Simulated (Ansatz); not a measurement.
SrCl2 in the fluorite structure, relaxed with r2SCAN, was run in the plane-wave code Ansatz under altered settings. All numbers are computed, without spin polarisation but where a row says otherwise.

```xyz
3
Lattice="0.0000 3.4977 3.4977 3.4977 0.0000 3.4977 3.4977 3.4977 0.0000" Properties=species:S:1:pos:R:3 pbc="T T T"
Sr    0.0000    0.0000    0.0000
Cl    1.7489    1.7489    1.7489
Cl    5.2466    5.2466    5.2466
```

The base run's other keys:
```yaml
kpoints:
  mp_grid: { grid: [4, 4, 4] }
hamiltonian:
  xc: hse06
scf:
  occupations: { method: fixed }
  n_extra_bands: 4
```

It takes 11 iterations with 1687 plane waves at 420 eV and 8 k points, and leaves a mean stress of +0.19 GPa. The gap over this mesh is 6.591 eV. It ran on 4 threads of Arm Neoverse V1, with other jobs on the host.

Outcomes, with energy and stress as changes against the base:

| setting | outcome | ΔF (meV/atom) | Δ mean stress (GPa) | gap on the mesh (eV) | iterations | wall time |
| --- | --- | --- | --- | --- | --- | --- |
| PBE hybrid, exx coeff 0.5, omega 0.3 1/Å | converged | – | -0.5 | 7.432 | 14 | 8.1 s |
| PBE hybrid, exx coeff 0.15, omega 0.5 1/Å | converged | – | +0.2 | 5.720 | 9 | 6.7 s |
| PBE hybrid, exx coeff 0.4, omega 0.2078 1/Å | converged | – | -0.3 | 7.379 | 12 | 7 s |
| PBE hybrid, exx coeff 0.05, omega 0.2078 1/Å | converged | – | +0.4 | 5.564 | 9 | 6.5 s |
| PBE hybrid, exx coeff -0.2, omega 0.1 1/Å | refused | – | – | – | – | 0.03 s |
| scf.convergence.dr2_threshold: 1e-12 | converged | 0.0 | 0.0 | 6.591 | 17 | 7.2 s |

A dash marks a value that wasn't obtained or can't be compared. Stress is positive in compression. The base took 6.8 s.

- PBE hybrid, exx coeff 0.5, omega 0.3 1/Å. That is 50 % exact exchange, screened with ω = 0.3 1/Å, against HSE06's 25 % screened at 0.208 1/Å. The mean stress moves by -0.5 GPa and the gap on the mesh by +0.841 eV (to 7.432). Totals of different functionals aren't comparable.
- PBE hybrid, exx coeff 0.15, omega 0.5 1/Å. That is 15 % exact exchange, screened with ω = 0.5 1/Å, against HSE06's 25 % screened at 0.208 1/Å. The mean stress moves by +0.2 GPa and the gap on the mesh by -0.871 eV (to 5.720). Totals of different functionals aren't comparable.
- PBE hybrid, exx coeff 0.4, omega 0.2078 1/Å. That is 40 % exact exchange, screened with ω = 0.2078 1/Å, against HSE06's 25 % screened at 0.208 1/Å. The mean stress moves by -0.3 GPa and the gap on the mesh by +0.788 eV (to 7.379). Totals of different functionals aren't comparable.
- PBE hybrid, exx coeff 0.05, omega 0.2078 1/Å. That is 5 % exact exchange, screened with ω = 0.2078 1/Å, against HSE06's 25 % screened at 0.208 1/Å. The mean stress moves by +0.4 GPa and the gap on the mesh by -1.027 eV (to 5.564). Totals of different functionals aren't comparable.
- PBE hybrid, exx coeff -0.2, omega 0.1 1/Å. The program doesn't start. Error: invalid value for `hamiltonian.xc.exx.coeff`: must be finite and in (0, 1]; got -0.2

Within 1 meV an atom, 0.1 GPa and 0.005 eV of the base stay: scf.convergence.dr2_threshold: 1e-12.

Spin-orbit coupling is left out.

The program warns that its thresholds are loose for a hybrid's stress.

The meshes of the hybrids are coarse, so their gaps aren't converged to the digits shown.
